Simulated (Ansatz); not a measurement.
The cell below belongs to a search over invented structures; it isn't taken from experiment.

Input and command of a plane-wave DFT calculation in Ansatz:

```yaml
crystal:
  lattice:
    - [2.7564718949, 0.0, 0.0]
    - [-1.3782359474, 2.3871746858, 0.0]
    - [0.0, 0.0, 9.9747590722]
  atoms:
    - { symbol: Li, position: [0.0, 0.0, 0.5] }
    - { symbol: W, position: [0.0, 0.0, 0.0] }
    - { symbol: W, position: [0.3333333333, 0.6666666667, 0.2472630577] }
    - { symbol: W, position: [0.6666666667, 0.3333333333, 0.7527369423] }
basis:
  ecutwfc: 420
kpoints:
  mp_grid: { grid: [18, 18, 6] }
hamiltonian:
  xc: pbe
scf:
  occupations: { method: gaussian, width: 0.1 }
output:
  forces: true
  stress: true
  eigenvalues: true
  write_density: true
  write_potential: true
  elf: true
  volumetric_format: npy
relax:
  adjacent_minimum: "off"
  f_tol: 0.01
  max_steps: 80
  cell: { stress_tol: 0.05 }
```

```bash
ansatz run input.yaml --threads 1 --pin off --max-ram 2048MiB --backend cpu --events-out ev --progress --plain --runs-dir out
```

Processor: Arm Neoverse V2, 1 thread, on a host shared with other jobs.

**Question.** How long does it run, and how much memory does it take?

**Answer.** About 88 s, peak memory 0.54 GiB. It solves 27 bands at 202 k points (after reduction by symmetry) with about 1287 plane waves (on the last cell), in 38 SCF iterations over 5 ionic steps.
